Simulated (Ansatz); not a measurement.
Relaxation of a generated cell, Pb placed in the AFLOW prototype A_hP1_191_a (A_f, as in Sn); 1 atom in the cell, which starts as P6/mmm (No. 191), hP1; a = 3.4791 Å, b = 3.4791 Å, c = 3.2397 Å, α = 90.00°, β = 90.00°, γ = 120.00°. Level of theory: PBEsol (plane waves to 420 eV, PAW, scalar-relativistic; Ansatz, a first-principles code). Γ-centred k-mesh 11×11×10 on the run's cell (coarser than for final values), Fermi–Dirac smearing 0.05 eV. This is the first round of the run. 

The optimiser's lines from the output (shortened; P is positive under compression):

```
relax step   1: F+E_penalty+E_count = -11757.02775780 eV  Δ(F+E_penalty+E_count) = +0.000e0 eV  max|allowed force component| = 0.000e0 eV/Å  Δτ_max = 0.0000 Å  P = -3.220 GPa  Ω = 33.960 Å³  (6 SCF iters, dr2 threshold 1.00e-7 eV, accepted)
relax step   2: F+E_penalty+E_count = -11757.06477901 eV  Δ(F+E_penalty+E_count) = -3.702e-2 eV  max|allowed force component| = 0.000e0 eV/Å  Δτ_max = 0.0000 Å  P = -0.301 GPa  Ω = 31.279 Å³  (5 SCF iters, dr2 threshold 1.00e-7 eV, accepted)
relax step   3: F+E_penalty+E_count = -11757.06508645 eV  Δ(F+E_penalty+E_count) = -3.074e-4 eV  max|allowed force component| = 0.000e0 eV/Å  Δτ_max = 0.0000 Å  P = +0.076 GPa  Ω = 31.027 Å³  (3 SCF iters, dr2 threshold 1.00e-7 eV, accepted)
relax step   4: F+E_penalty+E_count = -11757.06511058 eV  Δ(F+E_penalty+E_count) = -2.413e-5 eV  max|allowed force component| = 0.000e0 eV/Å  Δτ_max = 0.0000 Å  P = +0.001 GPa  Ω = 31.075 Å³  (3 SCF iters, dr2 threshold 5.57e-8 eV, accepted)
relax step   5: F+E_penalty+E_count = -11757.06470683 eV  Δ(F+E_penalty+E_count) = +4.038e-4 eV  max|allowed force component| = 0.000e0 eV/Å  Δτ_max = 0.0000 Å  P = -0.006 GPa  Ω = 31.075 Å³  stress off target by 1.07e-2 GPa  SCF on the basis re-selected at this cell (its energy is not comparable with the rows above)  (5 SCF iters)
```

From the first to the last row the energy changes by -0.04 eV/atom and the volume by -8.5 %. The last row is marked as not comparable with the walk above it, whose basis was carried along; it does compare with step 1, since both stand on a basis selected at the nominal cutoff for their own cell.

Later rounds, restarted from the end of this one on a renewed k-mesh, logged 4 more steps and released under 0.01 eV/atom more. The final structure after all rounds: P6/mmm (No. 191), hP1, AFLOW prototype A_hP1_191_a (A_f, as in Sn); a = b = 3.3467 Å, c = 3.2049 Å, α = β = 90.00°, γ = 120.00°. Between re-selections the logged energies stand on a plane-wave basis carried along with the cell. No spin polarisation in the result.

The run could not lose the symmetry of its start: the end is stationary, and may be a saddle point rather than a minimum.

The relaxed structure here is a generated cell of Pb: the first start was made by placing the elements on the sites of a structure type, and the end was not matched to a known phase here, so it may be hypothetical. Known forms of Pb include space group No. 225.
